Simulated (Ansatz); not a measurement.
Ga₂Cu:
Space group P4/mmm (No. 123); a = 2.817 Å, b = 2.817 Å, c = 5.738 Å, α = 90.00°, β = 90.00°, γ = 90.00°

```csv
atom,site,symmetry,x,y,z
Ga,2h,4mm,0.5000,0.5000,0.2835
Cu,1a,4/mmm,0.0000,0.0000,0.0000
```

Relaxed with r²SCAN.

Problem. Which orbitals make up the states near the Fermi level in the program Ansatz at the r²SCAN level (PAW)?

Solution. Within 0.5 eV of the Fermi level: Ga 4p 64 %, Ga 4s 17 %, Cu 3d 11 %. Projections are on Löwdin-orthogonalised atomic valence shells; empty p or d shells of many metals are not among them.

Problem. Tabulate the density of states.

Solution. States/eV per cell of 3 atoms, in 0.25 eV bins, energy from the Fermi level.

| E (eV) | total | Cu 3d | Ga 4p | Ga 4s |
|---|---|---|---|---|
| -7.85 | 0.79 | 0.05 | 0.27 | 0.40 |
| -7.60 | 0.86 | 0.08 | 0.28 | 0.44 |
| -7.35 | 0.86 | 0.10 | 0.28 | 0.42 |
| -7.10 | 0.82 | 0.13 | 0.27 | 0.38 |
| -6.85 | 0.79 | 0.16 | 0.26 | 0.34 |
| -6.60 | 0.83 | 0.21 | 0.26 | 0.33 |
| -6.35 | 0.95 | 0.30 | 0.29 | 0.32 |
| -6.10 | 1.11 | 0.45 | 0.31 | 0.31 |
| -5.85 | 1.23 | 0.62 | 0.29 | 0.27 |
| -5.60 | 0.88 | 0.41 | 0.27 | 0.16 |
| -5.35 | 0.91 | 0.45 | 0.28 | 0.13 |
| -5.10 | 1.00 | 0.54 | 0.29 | 0.10 |
| -4.85 | 1.31 | 0.80 | 0.34 | 0.09 |
| -4.60 | 3.09 | 2.39 | 0.54 | 0.08 |
| -4.35 | 6.97 | 5.95 | 0.86 | 0.07 |
| -4.10 | 4.70 | 4.17 | 0.43 | 0.03 |
| -3.85 | 5.14 | 4.62 | 0.40 | 0.08 |
| -3.60 | 10.20 | 9.51 | 0.46 | 0.16 |
| -3.35 | 3.69 | 3.02 | 0.46 | 0.15 |
| -3.10 | 1.62 | 0.97 | 0.45 | 0.15 |
| -2.85 | 1.32 | 0.61 | 0.50 | 0.16 |
| -2.60 | 1.51 | 0.67 | 0.60 | 0.17 |
| -2.35 | 1.46 | 0.56 | 0.65 | 0.17 |
| -2.10 | 1.53 | 0.53 | 0.75 | 0.15 |
| -1.85 | 1.28 | 0.34 | 0.70 | 0.14 |
| -1.60 | 1.17 | 0.25 | 0.69 | 0.14 |
| -1.35 | 1.16 | 0.20 | 0.72 | 0.15 |
| -1.10 | 1.02 | 0.16 | 0.66 | 0.13 |
| -0.85 | 0.91 | 0.12 | 0.61 | 0.10 |
| -0.60 | 0.82 | 0.10 | 0.57 | 0.09 |
| -0.35 | 0.77 | 0.09 | 0.51 | 0.10 |
| -0.10 | 0.72 | 0.09 | 0.47 | 0.11 |
| 0.15 | 0.73 | 0.08 | 0.46 | 0.13 |
| 0.40 | 0.80 | 0.08 | 0.49 | 0.17 |
| 0.65 | 0.69 | 0.07 | 0.40 | 0.17 |
| 0.90 | 0.64 | 0.06 | 0.35 | 0.18 |
| 1.15 | 0.66 | 0.06 | 0.36 | 0.18 |
| 1.40 | 0.78 | 0.06 | 0.42 | 0.22 |
| 1.65 | 0.91 | 0.07 | 0.50 | 0.25 |
| 1.90 | 1.13 | 0.08 | 0.64 | 0.30 |
| 2.15 | 0.97 | 0.06 | 0.55 | 0.25 |
| 2.40 | 1.06 | 0.06 | 0.63 | 0.25 |
| 2.65 | 1.07 | 0.05 | 0.61 | 0.22 |
| 2.90 | 1.04 | 0.04 | 0.57 | 0.21 |
| 3.15 | 1.07 | 0.04 | 0.57 | 0.21 |
| 3.40 | 1.11 | 0.03 | 0.58 | 0.21 |
| 3.65 | 1.12 | 0.03 | 0.58 | 0.22 |
| 3.90 | 1.16 | 0.02 | 0.59 | 0.21 |
| 4.15 | 1.11 | 0.02 | 0.56 | 0.19 |
| 4.40 | 1.15 | 0.02 | 0.59 | 0.20 |
| 4.65 | 1.19 | 0.02 | 0.61 | 0.20 |

The first step of the workflow began from a Materials Project structure, measured or hypothetical; the Crystallography Open Database files this formula in space group No. 123, but the cells were not matched. Its standing as an ambient phase is unchecked. The cell was relaxed with r²SCAN under the symmetry of its start; its stability against distortions is not shown here. No spin polarisation was allowed. Axis ratios of metals converge slowly with the k-mesh, so a and c are less sure than the volume. Scalar-relativistic: spin–orbit coupling is off unless named, which matters more the heavier the elements.

Potentials: the earlier of the program's two PAW sets.
